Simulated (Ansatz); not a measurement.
A geometry of TiNi away from equilibrium: step 2 of the relaxation of a relaxed TiNi cell shaken by Gaussian noise of σ = 0.08 Å a coordinate. All values below come from PBEsol (plane waves to 420 eV, PAW, scalar-relativistic; Ansatz, a quantum-chemistry and plane-wave program). Γ-centred k-mesh 13×13×2 on the run's cell (coarser than for final values), Fermi–Dirac smearing 0.05 eV.

```
TiNi
1.0
    2.83110    -0.00385    -0.00085
   -1.41889     2.41673     0.00384
   -0.00476     0.02194    15.59632
Ti Ni
4 4
Direct
  0.33350   0.66070   0.12616
  0.63891   0.29138   0.62473
  0.66472   0.33825   0.87115
  0.29142   0.64147   0.37452
  0.01103   0.99824   0.99965
  0.97919   0.96364   0.49083
  0.32267   0.64230   0.75361
  0.69440   0.40269   0.24935
```

Q: Predict the force on each atom, in eV/Å.

A: 
| atom | Fx | Fy | Fz |
|---|---|---|---|
| Ti1 | -0.03 | 0.21 | -0.16 |
| Ti2 | 0.01 | 0.03 | -0.09 |
| Ti3 | 0.06 | -0.10 | 0.54 |
| Ti4 | 0.20 | 0.21 | -0.59 |
| Ni5 | -0.04 | 0.00 | -0.10 |
| Ni6 | -0.09 | 0.02 | 0.82 |
| Ni7 | -0.04 | -0.02 | -0.49 |
| Ni8 | -0.07 | -0.35 | 0.06 |

Q: What is the pressure?

A: +1.3 GPa, compression positive.

No spin polarisation in the result. A magnetic state may lie lower.

Of the parent cell (P6₃/mmc (No. 194)): it is a generated cell of TiNi: the first start was made by placing the elements on the sites of a structure type, and the end was not matched to a known phase here, so it may be hypothetical. Known forms of TiNi include space group No. 221.
